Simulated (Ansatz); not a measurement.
This MgZr2O2 structure is the end of a relaxation. The cell was found from a structure generator's guess, not taken from experiment.

Computed with DFT PBE, scalar-relativistic, plane waves, PAW (Ansatz 0.2.0). Cutoff 420 eV, Γ-centred mesh, Gaussian smearing, no spin polarisation.

```cif
data_structure
_symmetry_space_group_name_H-M 'P 1'
_symmetry_Int_Tables_number 1
_cell_length_a 5.8387
_cell_length_b 5.8387
_cell_length_c 3.9902
_cell_angle_alpha 90.000
_cell_angle_beta 90.000
_cell_angle_gamma 90.000
_cell_volume 136.03
loop_
_atom_site_label
_atom_site_type_symbol
_atom_site_fract_x
_atom_site_fract_y
_atom_site_fract_z
_atom_site_occupancy
Mg1 Mg 0.50000 0.50000 0.50000 1
Zr1 Zr 0.00000 0.50000 0.50000 1
Zr2 Zr 0.50000 0.00000 0.50000 1
O1 O 0.00000 0.50000 0.00000 1
O2 O 0.50000 0.00000 0.00000 1
```

Formation energies are uncorrected and refer to the elements' standard structures at the same level (O₂ as a molecule).

(1) Find its symmetry and describe it.

(2) What is its formation energy per atom?

(3) Is it a metal?

Answers

(1) P4/mmm (No. 123). Conventional cell: a = 5.839 Å, c = 3.990 Å. Mg is surrounded by 4 Zr at 2.92 Å; Zr is surrounded by 2 O at 2.00 Å and 2 Mg at 2.92 Å; O has 2 Zr at 2.00 Å.

(2) −0.98 eV/atom.

(3) Yes, bands cross the Fermi level on the 6×6×10 mesh.

The last run used a 6×6×10 mesh (in the run's order of axes) for its 5-atom cell and Gaussian smearing of 0.10 eV. A structure relaxed within its symmetry needn't be a true minimum. Another cell of MgZr2O2 relaxed alike, in P4/mmm, lies 0.59 eV/atom lower, so this cell isn't the stable form at this level.
